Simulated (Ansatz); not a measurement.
BaSrLaWO₆: do the settings matter for the field gradients?

Cell: a computed structure from the Materials Project (it need not be an observed phase), atoms as given.

```cif
data_structure
_symmetry_space_group_name_H-M 'P 1'
_symmetry_Int_Tables_number 1
_cell_length_a 6.0762
_cell_length_b 6.1211
_cell_length_c 8.5926
_cell_angle_alpha 90.269
_cell_angle_beta 90.868
_cell_angle_gamma 90.245
_cell_volume 319.54
loop_
_atom_site_label
_atom_site_type_symbol
_atom_site_fract_x
_atom_site_fract_y
_atom_site_fract_z
_atom_site_occupancy
Ba1 Ba 0.50970 0.53571 0.24823 1
Ba2 Ba 0.49030 0.46429 0.75177 1
Sr3 Sr 0.99049 0.04165 0.25288 1
Sr4 Sr 0.00951 0.95835 0.74712 1
La5 La 0.00000 0.50000 0.00000 1
La6 La 0.50000 0.00000 0.50000 1
W7 W 0.50000 0.00000 0.00000 1
W8 W 0.00000 0.50000 0.50000 1
O9 O 0.23155 0.18676 0.95577 1
O10 O 0.26373 0.69215 0.53448 1
O11 O 0.76845 0.81324 0.04423 1
O12 O 0.73627 0.30785 0.46552 1
O13 O 0.30481 0.73447 0.95403 1
O14 O 0.18577 0.22464 0.54567 1
O15 O 0.69519 0.26553 0.04597 1
O16 O 0.81423 0.77536 0.45433 1
O17 O 0.41080 0.99424 0.22507 1
O18 O 0.07391 0.47425 0.27345 1
O19 O 0.58920 0.00576 0.77493 1
O20 O 0.92609 0.52575 0.72655 1
```

Atom numbers follow the list; atoms alike are taken as one site, whose name carries the number of the first.

Reference run. The numbers come from a DFT calculation in Ansatz (PBE, plane waves and PAW, scalar-relativistic, collinear spin, 420 eV cutoff, Γ-centred 6×6×4 k-points, Fermi–Dirac smearing 0.05 eV). Start moments as typed (μB): 1 on each W, none on the rest.

Q: The input is changed as follows: `hamiltonian.xc`: pbe → r2scan; `scf.occupations.width`: 0.05 → not typed; `scf.occupations.method`: fermi_dirac → tetrahedron. What happens to V_zz (10²¹ V/m²) and η?

A: 

| site | atom | V_zz reference | η reference | V_zz changed | η changed |
| --- | --- | --- | --- | --- | --- |
| Ba | 1 | -6.22 | 0.58 | -6.35 | 0.56 |
| Sr | 3 | -4.37 | 0.43 | -4.55 | 0.44 |
| La5 | 5 | -5.17 | 0.29 | -5.03 | 0.33 |
| La6 | 6 | -4.52 | 0.61 | -5.06 | 0.58 |
| W7 | 7 | -8.04 | 0.45 | -20.5 | 0.88 |
| W8 | 8 | -9.46 | 0.87 | -23.5 | 0.83 |
| O9 | 9 | 1.34 | 0.63 | 1.55 | 0.93 |
| O10 | 10 | -1.18 | 0.13 | -1.51 | 0.23 |
| O13 | 13 | -1.71 | 0.84 | 1.78 | 0.68 |
| O14 | 14 | 2.12 | 0.72 | 2.45 | 0.53 |
| O17 | 17 | 1.42 | 0.45 | 1.65 | 0.34 |
| O18 | 18 | -1.12 | 0.97 | -1.49 | 0.78 |

The largest change of V_zz along a kept axis is on W8, from -9.46 to -23.5. In per cent, |V_zz| changes by +2 on Ba, +4 on Sr, -3 to +12 on La, +148 to +155 on W, +16 on O (all sites that start above 2). Where |V_zz| stays above 0.1 and the axes keep their order, η moves most on W7, from 0.45 to 0.88. On W8, O10 V_xx and V_yy change places (or their axes turn by over 50°), so the two values of η hide a larger change. On O13 the largest principal value lies along another axis in the second run, so the two V_zz can't be compared directly. The cutoff that the program takes moves with it, from 420 to 500 eV. SCF iterations: 21 and 25. New warnings: band table not solved further, stability check not made, tetrahedron derivatives may miss energy slope.

On the reference run: The largest force is 0.9 eV/Å, so the atoms aren't at the calculated equilibrium and relaxing them would move these values. With no gap above 0.1 eV, as in a metal, the gradients converge slowly in k; expect changes of a tenth or more on a denser mesh. Without spin–orbit coupling the gradients at and beside W can be off by some per cent, at some sites by more. Semilocal functionals make gaps too small and can close them, so the real compound need not be a metal. All moments are parallel here, as the start or the cell imposes; many such compounds order antiparallel, where fields and spin densities carried over to other atoms largely cancel. The magnetic order is the one that the run reached from its start moments, not necessarily the measured one (the real compound may not order at all).
